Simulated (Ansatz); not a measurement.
Bi₂Te₂Pb₂S₃ — field gradients at the nuclei

The cell is a COD entry (perhaps calculated rather than measured), ions relaxed with PBE at fixed cell.

```cif
data_Bi2Te2Pb2S3
_symmetry_space_group_name_H-M 'P-3m1'
_symmetry_Int_Tables_number 164
_cell_length_a 4.2579
_cell_length_b 4.2579
_cell_length_c 16.9431
_cell_angle_alpha 90.000
_cell_angle_beta 90.000
_cell_angle_gamma 120.000
loop_
_atom_site_label
_atom_site_type_symbol
_atom_site_symmetry_multiplicity
_atom_site_Wyckoff_symbol
_atom_site_fract_x
_atom_site_fract_y
_atom_site_fract_z
Bi Bi 2 c 0.0000 0.0000 0.1954
Te Te 2 d 0.3333 0.6667 0.9104
Pb Pb 2 d 0.3333 0.6667 0.6010
S7 S 2 d 0.3333 0.6667 0.2988
S9 S 1 b 0.0000 0.0000 0.5000
```

One atom of each set is listed.

All values are calculated (Ansatz; DFT, r2SCAN, plane waves and PAW, scalar-relativistic, 500 eV cutoff, Γ-centred 8×8×2 k-points, Fermi–Dirac smearing 0.02 eV), not measured.

V_zz is the principal component of the electric field gradient with the largest magnitude, η = (V_xx − V_yy)/V_zz and C_Q = eQV_zz/h. ν_Q = 3|C_Q|/[2I(2I − 1)].

209Bi: I = 9/2, Q = -516.0 mb; S-33: I = 3/2, Q = -69.40 mb. Quadrupole moments are those of Pyykkö's year-2017 table.

Task: Which values are expected at the nuclei?

Result: 

| site | atoms | first shell | C_Q (MHz) | η | ν_Q (MHz) |
| --- | --- | --- | --- | --- | --- |
| Bi | 2 | 3 S at 3.02 Å, 3 Te at 3.04 Å | 8.28 | 0.00 | 0.345 |
| S7 | 2 | 3 Pb at 2.99 Å, 3 Bi at 3.02 Å | -0.119 | 0.00 | 0.060 |
| S9 | 1 | 6 Pb at 3.00 Å | 0.509 | 0.00 | 0.255 |

An axis of threefold or higher order runs through Bi, S7 and S9, so V_zz lies along it and η is zero.

Te, Pb have no stable isotope with a ground-state quadrupole moment in the table, so these sites are left out.

Spin–orbit coupling is left out, which shifts gradients on Bi by a few per cent in wide-gap crystals, and can shift them far more where the calculated gap is small or absent, as here. With a gap of 0.6 eV on this mesh, small gradients can still move by 0.1 × 10²¹ V/m² or more as the k-mesh gets denser.

Hardware: 1 thread of Arm Neoverse V2 (aarch64; 28 cores open to the job, memory cap 3.0 GiB, no GPU), a shared host with a load of 1.0 a core. Wall time 63 s, CPU time 63 s, peak memory 1.2 GiB.
